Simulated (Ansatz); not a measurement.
Relaxed Cd (hcp, Mg type):

```yaml
crystal:
  lattice:
    - [2.96206, 0.00000, 0.00000]
    - [-1.48103, 2.56522, 0.00000]
    - [0.00000, 0.00000, 5.80108]
  atoms:
    - { symbol: Cd, position: [0.33333, 0.66667, 0.75000] }
    - { symbol: Cd, position: [0.66667, 0.33333, 0.25000] }
```

In this cell atom 2 (Cd, nearest neighbour Cd at 2.962 Å; its periodic images, 3.0 Å or more away, move with it) is moved by u·(0.707, 0.707, 0.000) + v·(0.000, 0.000, 1.000); the rest is frozen.

These are r2SCAN (plane waves to 500 eV, PAW, scalar-relativistic; Ansatz, a first-principles code) values and carry that method's errors. k mesh 14×14×7 (Γ-centred), Fermi-Dirac smearing 0.05 eV. Energies are smeared free energies. With partly filled bands, energies and forces of such displacements shift with the k mesh and the smearing. On this mesh the relaxed cell isn't quite at rest: it carries a pressure of 0.2 GPa (compression positive) at the zero of the scan. Cd was relaxed with its symmetry unable to fall. The PAW data are Ansatz's earlier set. The last digit holds for this mesh only.

Changes of ΔE (meV/cell) from the point u = 0.000 Å, v = 0.000 Å when one coordinate moves alone (two changes are said to add if the coupling is within 5 % of the smaller one, nearly so within 20 %):

```
point                      change
-------------------------  ------
u = 0.000 Å, v = -0.740 Å   586.0
u = 0.000 Å, v = -0.370 Å   115.5
u = -0.740 Å, v = 0.000 Å    35.9
u = -0.370 Å, v = 0.000 Å    14.1
u = 0.370 Å, v = 0.000 Å     19.6
u = 0.740 Å, v = 0.000 Å     76.1
u = 0.000 Å, v = 0.370 Å    115.5
u = 0.000 Å, v = 0.740 Å    586.0
```

Do the two effects add at u = -0.370 Å, v = 0.740 Å? Give the computed change.

The sum of the single changes is 14.1 + (586.0) = 600.1; the calculation gives 664.5, so the coupling contributes 64.4 (over 20 % of the smaller single change, not additive).

What is the change at u = -0.740 Å, v = -0.370 Å, where both move, and how far is it from the sum?

The sum of the single changes is 35.9 + (115.5) = 151.4; the calculation gives 180.3, so the coupling contributes 28.9 (over 20 % of the smaller single change, not additive).

What is the change at u = 0.370 Å, v = 0.370 Å, where both move, and how far is it from the sum?

The sum of the single changes is 19.6 + (115.5) = 135.1; the calculation gives 151.2, so the coupling contributes 16.1 (over 20 % of the smaller single change, not additive).

(A displaced cell: forces are minus the slopes of the energy, force constants its curvatures, and phonons follow from these.)
